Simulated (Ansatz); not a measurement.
The relaxed structure here is a generated cell of TiB2: the first start was made by placing the elements on the sites of a structure type, and the end was not matched to a known phase here, so it may be hypothetical. Known forms of TiB2 include space group No. 191.

A relaxed cell of TiB₂ (Fm-3m (No. 225)), relaxed on a k-mesh at least as fine as the one used below. The numbers are results of r2SCAN (plane waves to 500 eV, PAW, scalar-relativistic; Ansatz, a first-principles code), not measurements. Γ-centred k-mesh 6×11×11 on the run's cell (coarser than for final values), Fermi–Dirac smearing 0.05 eV.

```
TiB2
1.0
    0.00000     5.09411     5.09411
    2.54706     0.00000     2.54706
    2.54706     2.54706     0.00000
Ti B
2 4
Direct
  0.00000   0.00000   0.00000
  0.50000   0.00000   0.00000
  0.12500   0.25000   0.25000
  0.62500   0.25000   0.25000
  0.37500   0.75000   0.75000
  0.87500   0.75000   0.75000
```

The atoms are displaced along an unstable phonon of this cell by (Å):

| atom | ux | uy | uz |
|---|---|---|---|
| Ti1 | 0.036 | -0.066 | 0.102 |
| Ti2 | -0.036 | 0.066 | -0.102 |
| B3 | 0.043 | -0.078 | 0.121 |
| B4 | -0.043 | 0.078 | -0.121 |
| B5 | -0.043 | 0.078 | -0.121 |
| B6 | 0.043 | -0.078 | 0.121 |

**Question.** What forces (eV/Å) and pressure result?

**Answer.** 
| atom | Fx | Fy | Fz |
|---|---|---|---|
| Ti1 | 0.05 | -0.10 | 0.20 |
| Ti2 | -0.05 | 0.10 | -0.20 |
| B3 | 0.00 | 0.05 | 0.26 |
| B4 | -0.02 | 0.10 | 0.14 |
| B5 | 0.00 | -0.05 | -0.26 |
| B6 | 0.02 | -0.10 | -0.14 |

Pressure -0.2 GPa.

The undisplaced cell is probably no minimum: from this displacement the run went on to R-3m (No. 166), 1.37 eV/atom below it.

No spin polarisation in the result.
